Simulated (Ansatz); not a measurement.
Li:
```yaml
crystal:
  lattice:
    - [0.00000, 2.18529, 2.18529]
    - [2.18529, 0.00000, 2.18529]
    - [2.18529, 2.18529, 0.00000]
  atoms:
    - { symbol: Li, position: [0.00000, 0.00000, 0.00000] }
```

Relaxed with r²SCAN+D4. Special points in fractions of this cell's reciprocal vectors: Γ (0.000, 0.000, 0.000); X (0.500, 0.000, 0.500); U (0.625, 0.250, 0.625); K (0.375, 0.375, 0.750); L (0.500, 0.500, 0.500); W (0.500, 0.250, 0.750).

Task: List the band energies nearest the Fermi level at these points for plane-wave PAW r²SCAN+D4 (Ansatz code).

Result: In eV from the Fermi level; about four levels below and three above (degenerate sets whole), none deeper than 8.9 eV; … stands for higher levels left out; points with the same levels are listed once.

```tsv
k	below	above
Γ	-3.86	…
X	–	1.71 …
U	–	2.75 …
L	–	0.04 …
W	–	…
```

Space group Fm-3m (fcc (Cu type)). The first step of the workflow began from a Materials Project structure, measured or hypothetical; the Crystallography Open Database files this formula in space group No. 225, but the cells were not matched. It is not the phase usual at ambient conditions (space group No. 229). The r²SCAN+D4 relaxation kept the symmetry of its start; whether a distortion lowers the energy is not shown. The pairwise dispersion correction was not fitted to metals.

Potentials: the later of the program's two PAW sets.
